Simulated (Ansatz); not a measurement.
**Magnetic orders of WSe**

Method: Ansatz, DFT PBEsol+U, scalar-relativistic, plane waves, PAW.

```yaml
crystal:
  lattice:
    - [0.00000, 2.58235, 2.58235]
    - [2.58235, 0.00000, 2.58235]
    - [2.58235, 2.58235, 0.00000]
  atoms:
    - { symbol: W, position: [0.00000, 0.00000, 0.00000] }
    - { symbol: Se, position: [0.50000, 0.50000, 0.50000] }
```

| Quantity | Value |
| --- | --- |
| plane-wave cutoff | 420 eV |
| Γ-centred k-mesh | 14×14×14 |
| occupation rule | Gaussian smearing, 0.05 eV |
| U_eff on Löwdin-orthogonalised atomic d orbitals | W 4 eV |
| list of starting moments (μB, in atom order) | 2.5 0 |
| check for lower electronic states after the SCF | on |

All runs keep this geometry, which isn't relaxed for the lowest state (largest force there 0.000 eV/Å, pressure 22.4 GPa) and needn't be a stable compound; relaxing each order would shift the differences by some 180 meV/atom, going by the pressures and a bulk modulus of about 150 GPa. Spin–orbit coupling is left out, which for heavy magnetic ions can matter as much as these differences. Site moments are spin moments in atom-centred spheres that scale with the neighbour distance. The states are those that the runs reached from these starts; a lower one can exist. No antiferromagnetic start is among these.

Order the starts by the energy of the state that they reach, lowest first.
A. large parallel starting moments
B. no spin

A (0.00 meV/atom), B (621 meV/atom).

```tsv
start	ends	energy above lowest (meV/atom)	site moments (μB)	gap on mesh (eV)	P (GPa)
no spin	non-magnetic	621	none over 0.05	metal	1.8
large parallel starting moments	ferromagnetic	0.00	W +2.18	metal	22.4
```

Cost: 2 runs of about 0.69 core-minutes in all, on Intel Xeon Platinum 8259CL (Skylake/Cascade Lake) (shared hosts).